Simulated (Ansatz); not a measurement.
## Harmonic thermodynamics of Zr3TiC4

Method: Ansatz 0.2.0, DFT PBE, scalar-relativistic, plane waves, PAW. Cutoff 420 eV, 12×12×4 k-points (Γ-centred), Fermi-Dirac smearing of 0.15 eV. No spin polarisation. Phonons by linear response, acoustic sum rule imposed.

Equilibrium structure at this level:
```
Zr Ti C
1.0
     3.28028    0.00000    0.00000
     0.00000    3.28028    0.00000
     0.00000    0.00000    9.23103
Zr Ti C
3 1 4
Direct
  0.00000 0.00000 0.24293
  0.50000 0.50000 0.50000
  0.00000 0.00000 0.75707
  0.50000 0.50000 0.00000
  0.00000 0.00000 0.00000
  0.50000 0.50000 0.24042
  0.00000 0.00000 0.50000
  0.50000 0.50000 0.75958
```

The cell was found from a structure generator's guess, not taken from experiment. In a metal, frequencies and elastic constants depend on the k mesh and the smearing, soft modes and shear constants most. The q mesh is coarse, so values between its points are rough.

Force constants from linear response on a 2×2×1 q mesh, interpolated to a fine mesh.

Phonon density of states, in bins of 20 cm⁻¹:
```tsv
bin centre (cm⁻¹)	share of modes (%)
10	0.0
30	0.0
50	0.1
70	0.3
90	0.5
110	0.8
130	1.4
150	2.5
170	5.7
190	8.6
210	7.1
230	5.7
250	4.5
270	3.9
290	3.7
310	3.1
330	2.3
350	0.9
370	0.7
390	1.3
410	5.6
430	3.0
450	0.9
470	0.5
490	4.7
510	2.7
530	5.6
550	7.6
570	5.8
590	3.0
610	1.5
630	1.0
650	0.8
670	1.2
690	2.7
710	0.3
```

(1) Give the zero-point energy per atom.

(2) How large are the vibrational entropy and heat capacity at 300 K?

(3) Tabulate them against temperature.

Results:

(1) 69.3 meV.

(2) S = 2.02 k_B and C_V = 2.27 k_B per atom, 76 % of the Dulong–Petit value.

(3)
| T (K) | F_vib (meV/atom) | S (k_B/atom) | C_V (k_B/atom) |
| --- | --- | --- | --- |
| 100 | 68.5 | 0.35 | 0.77 |
| 200 | 61.9 | 1.21 | 1.74 |
| 300 | 47.9 | 2.02 | 2.27 |
| 400 | 27.3 | 2.72 | 2.54 |
| 500 | 1.3 | 3.30 | 2.69 |
| 600 | -29.4 | 3.80 | 2.78 |
| 700 | -64.0 | 4.23 | 2.83 |
| 800 | -102.2 | 4.62 | 2.87 |
| 900 | -143.4 | 4.96 | 2.90 |
| 1000 | -187.5 | 5.26 | 2.92 |
